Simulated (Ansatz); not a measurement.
**All-electron DFT: TlS₂**

This is TlS₂ placed on the sites of a rock-salt lattice with a pair of atoms on one site (a generated, not necessarily known, phase), then sheared and rattled, expanded.

Level of theory: PBE (LAPW, all electrons, scalar-relativistic, point nuclei; Ansatz). 2×2×2 (half-step shift) k-points (coarse, not zone-converged), Fermi–Dirac occupations at kT = 0.15 eV. In metals such a mesh can move stress, forces and moments by their own size. On this fcc-type cell the shift lowers the mesh's symmetry. No spin polarisation. The cell's electron count is odd, so a run with spin could end lower.

Lattice vectors (Å):
```
-3.6322  0.0147  3.5028
 0.0530  3.5271  3.5705
-3.6244  3.4517  0.0224
```

```json
{"atom": "Tl1", "x": "0.7537", "y": "0.2565", "z (fractional)": "0.1800"}
{"atom": "S2", "x": "0.2223", "y": "0.6045", "z (fractional)": "0.5713"}
{"atom": "S3", "x": "0.3649", "y": "0.7771", "z (fractional)": "0.7782"}
```

What forces and pressure does this calculation give?


Forces in eV/Å:
```
Tl1  -0.153 -0.637  0.037
S2   -0.686  1.524  0.939
S3    0.839 -0.887 -0.976
```

Stress (GPa; xx, yy, zz, yz, xz, xy; compression positive): -1.96, 0.93, -1.70, -1.41, 0.09, 1.45.

| Item | Value |
| --- | --- |
| All-electron E − TS, for this scheme | -572644.298 eV |
| Pressure | -0.91 GPa |
| Largest force | 1.917 eV/Å |
